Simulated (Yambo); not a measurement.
A G0W0@PBEsol run in Yambo for CuI (space group P-3m1, No. 164) (3×3×2 Γ-centred k mesh, bands 9 to 209 and a 8 Ry block in the screening, 209 bands in G with the Bruneval-Gonze terminator, plasmon pole fitted at 27.2 eV) gives these matrix elements, in eV, at the band edges (Γ → Γ):

| state | E0 | <Vxc> | <Σx> | <Σc(E0)> | Z |
|---|---|---|---|---|---|
| valence edge | 0.000 | -20.297 | -24.832 | 3.644 | 0.771 |
| conduction edge | 1.481 | -10.655 | -6.444 | -3.771 | 0.814 |

**Question.** Solve the linearised quasiparticle equation for both states, give the gap, and say how exchange and correlation each act on it.

**Answer.** E = E0 + Z(Σx + Σc − Vxc). Valence: 0.000 + 0.771 × (-24.832 + (3.644) − (-20.297)) = -0.69 eV. Conduction: 1.481 + 0.814 × (-6.444 + (-3.771) − (-10.655)) = 1.84 eV. The gap is 2.53 eV, against 1.48 eV in PBEsol. Replacing Vxc by bare exchange alone would open it by 8.75 eV; correlation takes back 7.42 eV of that, and Z scales what is left. Nearest settings tried, and what they do to the gap: 135 bands in W, 135 bands in G: +30 meV; 7 Ry block (221 vectors against 253): +0 meV; 3×3×1 mesh: -102 meV. So the settings aren't converged at that level. The k mesh is coarse. Spin-orbit coupling is left out, which matters for elements this heavy: edges can move by tenths of an eV. The filled Cu 3d shell has no Hubbard U; semilocal functionals place it too high.

Geometry relaxed with PBE+D3(BJ); primitive cell a = 4.0675 Å, b = 4.0675 Å, c = 7.0955 Å, α = 90.00°, β = 90.00°, γ = 120.00°.

This is not the ordinary phase of the substance; no match was found in the copy of COD used, and its stability was not checked.
